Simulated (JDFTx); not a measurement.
System: disulfane, H2S2 (SMILES SS), charge 0, multiplicity 1; geometry: optimised with GFN2-xTB in vacuum (one conformer, no frequencies checked; largest PBE force component 0.4 eV/Å). Coordinates in Å:
```xyz
4

S     -0.896    -0.438    -0.490
S      0.898    -0.447     0.490
H     -1.534     0.441     0.293
H      1.534     0.447    -0.280
```

Level of theory: PBE, GBRV ultrasoft potentials, plane waves to 20/100 Ha; code: a modified build of JDFTx. Liquid: CANDLE, water, 1 M KF. The liquid run sits in a periodic box with 3.75 Å from the outermost atoms to the faces; the vacuum run is isolated. The box matters at about 0.01 eV. The solvation energy is E(in liquid) − E(vacuum) at fixed geometry, with no thermal, conformational or standard-state terms added.

The values are those of the intact species: the continuum can't coordinate to it or react with it.

```yaml
solvation_energy: 0.3 kcal/mol
"part: cavitation term of the fluid": 9.6 kcal/mol
"part: dispersion term of the fluid": -6.1 kcal/mol
"part: electrostatic term of the fluid": -4.1 kcal/mol
"part: distortion of the solute's electrons": 0.9 kcal/mol
dipole_moment_in_vacuum: 1.02 D
dipole_moment_in_the_liquid: 1.62 D
"highest occupied level in vacuum (zero: vacuum level)": -6.24 eV
"highest occupied level in the liquid (zero: bulk electrolyte)": -6.02 eV
volume of the model's cavity: 187.8 Å³
rough_cost_vacuum_and_liquid_run: 2 min and 2 min of core time
```
